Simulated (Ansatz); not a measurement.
Step by step: Mg, 20 steps of 1.5 fs from 300 K

Theory: Ansatz 0.2.0, DFT, LDA, all-electron LAPW, scalar-relativistic.

Command: `ansatz run input.yaml --threads 2 --pin off --max-ram 4096MiB --backend cpu --events-out ev --progress --plain --runs-dir out` The run took 80 s on 2 threads of Intel(R) Xeon(R) 6975P-C (Granite Rapids) (shared host), peak memory 0.35 GiB.

```yaml
crystal:
  lattice:
    - [6.4186, 0.0, 0.0]
    - [-1.60465, 2.7793353284, 0.0]
    - [0.0, 0.0, 5.2103]
  atoms:
    - { symbol: Mg, position: [0.1666666666, 0.6666666667, 0.25] }
    - { symbol: Mg, position: [0.6666666666, 0.6666666667, 0.25] }
    - { symbol: Mg, position: [0.3333333334, 0.3333333333, 0.75] }
    - { symbol: Mg, position: [0.8333333334, 0.3333333333, 0.75] }
kpoints:
  mp_grid: { grid: [4, 7, 4] }
scf:
  occupations: { method: fermi_dirac, width: 0.08 }
hamiltonian:
  xc: lda
  pseudopotentials: { kind: all_electron, lapw: { basis_error: 0.001 } }
output:
  forces: true
  stress: true
md:
  timestep: 1.5
  n_steps: 20
  ensemble: nvt_langevin
  temperature: 300
  initial_velocities: maxwell_boltzmann
  seed: 273446
```

The cell comes from COD entry 9012001, which wasn't checked; take it as a given geometry.

Each frame lists Cartesian positions (Å) and forces (eV/Å). Free energies count from the first step, -21716.9501 eV.

Step 0 (t = 0.0 fs): E = 0.0 meV, T = 225 K

```
Mg    0.0000    1.8529    1.3026    -0.004  -0.010   0.000
Mg    3.2093    1.8529    1.3026    -0.004  -0.010   0.000
Mg    1.6046    0.9264    3.9077     0.004   0.010   0.000
Mg    4.8140    0.9264    3.9077     0.004   0.010   0.000
```

Step 1 (t = 1.5 fs): E = +0.1 meV, T = 201 K

```
Mg    0.0004    1.8437    1.3051     0.002   0.009  -0.008
Mg    3.2127    1.8527    1.3038    -0.015  -0.017  -0.007
Mg    1.5992    0.9312    3.9076     0.020   0.006   0.005
Mg    4.8158    0.9316    3.9048    -0.007   0.002   0.010
```

Step 2 (t = 3.0 fs): E = +0.5 meV, T = 184 K

```
Mg    0.0009    1.8352    1.3073     0.008   0.026  -0.014
Mg    3.2161    1.8520    1.3055    -0.025  -0.022  -0.015
Mg    1.5947    0.9363    3.9083     0.032   0.001   0.008
Mg    4.8166    0.9372    3.9024    -0.015  -0.005   0.020
```

Step 3 (t = 4.5 fs): E = +1.1 meV, T = 193 K

```
Mg    0.0016    1.8267    1.3097     0.013   0.042  -0.019
Mg    3.2194    1.8510    1.3076    -0.035  -0.026  -0.021
Mg    1.5913    0.9415    3.9095     0.042  -0.004   0.011
Mg    4.8163    0.9430    3.9006    -0.019  -0.012   0.029
```

Step 4 (t = 6.0 fs): E = +2.0 meV, T = 172 K

```
Mg    0.0030    1.8182    1.3131     0.016   0.058  -0.025
Mg    3.2221    1.8506    1.3104    -0.043  -0.031  -0.028
Mg    1.5883    0.9465    3.9114     0.050  -0.010   0.014
Mg    4.8161    0.9482    3.8994    -0.023  -0.017   0.039
```

Step 5 (t = 7.5 fs): E = +3.2 meV, T = 191 K

```
Mg    0.0039    1.8105    1.3162     0.020   0.074  -0.029
Mg    3.2250    1.8512    1.3136    -0.052  -0.037  -0.035
Mg    1.5857    0.9523    3.9141     0.059  -0.016   0.015
Mg    4.8168    0.9534    3.8989    -0.027  -0.021   0.048
```

Step 6 (t = 9.0 fs): E = +4.6 meV, T = 188 K

```
Mg    0.0042    1.8031    1.3186     0.027   0.090  -0.031
Mg    3.2289    1.8517    1.3164    -0.063  -0.043  -0.040
Mg    1.5826    0.9590    3.9167     0.069  -0.022   0.015
Mg    4.8179    0.9586    3.8983    -0.033  -0.026   0.056
```

Step 7 (t = 10.5 fs): E = +6.5 meV, T = 188 K

```
Mg    0.0045    1.7956    1.3207     0.035   0.106  -0.034
Mg    3.2340    1.8510    1.3185    -0.077  -0.049  -0.045
Mg    1.5790    0.9647    3.9185     0.081  -0.026   0.016
Mg    4.8195    0.9638    3.8972    -0.039  -0.032   0.064
```

Step 8 (t = 12.0 fs): E = +8.7 meV, T = 185 K

```
Mg    0.0044    1.7884    1.3218     0.045   0.121  -0.037
Mg    3.2400    1.8500    1.3215    -0.093  -0.054  -0.053
Mg    1.5757    0.9693    3.9195     0.093  -0.028   0.017
Mg    4.8208    0.9696    3.8959    -0.045  -0.039   0.073
```

Step 9 (t = 13.5 fs): E = +11.3 meV, T = 162 K

```
Mg    0.0040    1.7822    1.3225     0.055   0.135  -0.040
Mg    3.2460    1.8497    1.3259    -0.110  -0.059  -0.066
Mg    1.5724    0.9737    3.9197     0.104  -0.030   0.021
Mg    4.8214    0.9751    3.8938    -0.050  -0.046   0.086
```

Step 10 (t = 15.0 fs): E = +14.1 meV, T = 155 K

```
Mg    0.0037    1.7766    1.3225     0.064   0.148  -0.044
Mg    3.2514    1.8496    1.3311    -0.125  -0.065  -0.081
Mg    1.5690    0.9784    3.9187     0.114  -0.032   0.026
Mg    4.8222    0.9794    3.8920    -0.054  -0.051   0.099
```

Step 11 (t = 16.5 fs): E = +17.2 meV, T = 160 K

```
Mg    0.0027    1.7710    1.3218     0.073   0.161  -0.048
Mg    3.2562    1.8490    1.3361    -0.139  -0.070  -0.096
Mg    1.5651    0.9833    3.9166     0.125  -0.035   0.033
Mg    4.8231    0.9833    3.8901    -0.059  -0.056   0.112
```

Step 12 (t = 18.0 fs): E = +20.5 meV, T = 137 K

```
Mg    0.0009    1.7660    1.3213     0.083   0.173  -0.054
Mg    3.2606    1.8480    1.3395    -0.154  -0.075  -0.109
Mg    1.5604    0.9881    3.9140     0.137  -0.037   0.040
Mg    4.8235    0.9873    3.8878    -0.065  -0.061   0.123
```

Step 13 (t = 19.5 fs): E = +23.9 meV, T = 150 K

```
Mg   -0.0015    1.7615    1.3202     0.092   0.184  -0.057
Mg    3.2647    1.8468    1.3419    -0.170  -0.078  -0.119
Mg    1.5550    0.9924    3.9114     0.150  -0.038   0.045
Mg    4.8240    0.9920    3.8858    -0.073  -0.068   0.132
```

Step 14 (t = 21.0 fs): E = +27.4 meV, T = 126 K

```
Mg   -0.0047    1.7573    1.3187     0.102   0.193  -0.058
Mg    3.2680    1.8449    1.3440    -0.184  -0.081  -0.126
Mg    1.5492    0.9964    3.9102     0.163  -0.037   0.046
Mg    4.8246    0.9969    3.8843    -0.081  -0.076   0.138
```

Step 15 (t = 22.5 fs): E = +30.6 meV, T = 135 K

```
Mg   -0.0079    1.7538    1.3182     0.110   0.200  -0.059
Mg    3.2696    1.8423    1.3460    -0.195  -0.081  -0.132
Mg    1.5432    0.9998    3.9099     0.177  -0.035   0.047
Mg    4.8254    1.0024    3.8831    -0.092  -0.085   0.144
```

Step 16 (t = 24.0 fs): E = +33.5 meV, T = 97 K

```
Mg   -0.0097    1.7510    1.3176     0.112   0.205  -0.061
Mg    3.2702    1.8394    1.3486    -0.201  -0.078  -0.140
Mg    1.5372    1.0028    3.9089     0.192  -0.032   0.050
Mg    4.8261    1.0079    3.8821    -0.103  -0.095   0.150
```

Step 17 (t = 25.5 fs): E = +36.1 meV, T = 121 K

```
Mg   -0.0106    1.7481    1.3164     0.111   0.208  -0.061
Mg    3.2705    1.8359    1.3525    -0.206  -0.075  -0.149
Mg    1.5318    1.0059    3.9079     0.202  -0.032   0.053
Mg    4.8250    1.0124    3.8818    -0.108  -0.101   0.157
```

Step 18 (t = 27.0 fs): E = +38.6 meV, T = 178 K

```
Mg   -0.0106    1.7453    1.3139     0.106   0.209  -0.057
Mg    3.2703    1.8312    1.3572    -0.208  -0.069  -0.160
Mg    1.5260    1.0094    3.9067     0.212  -0.032   0.054
Mg    4.8229    1.0170    3.8814    -0.110  -0.108   0.163
```

Step 19 (t = 28.5 fs): E = +41.1 meV, T = 207 K

```
Mg   -0.0096    1.7430    1.3103     0.096   0.208  -0.051
Mg    3.2695    1.8252    1.3619    -0.208  -0.060  -0.172
Mg    1.5190    1.0136    3.9051     0.224  -0.033   0.055
Mg    4.8205    1.0219    3.8811    -0.112  -0.115   0.168
```

Step 20 (t = 30.0 fs): E = +43.5 meV, T = 200 K

```
Mg   -0.0091    1.7404    1.3064     0.087   0.206  -0.044
Mg    3.2681    1.8185    1.3671    -0.207  -0.051  -0.183
Mg    1.5125    1.0180    3.9035     0.235  -0.034   0.055
Mg    4.8184    1.0263    3.8817    -0.115  -0.121   0.171
```

What is the mean temperature over the last 11 frames?

151 K; so short a run of so small a cell isn't equilibrated.
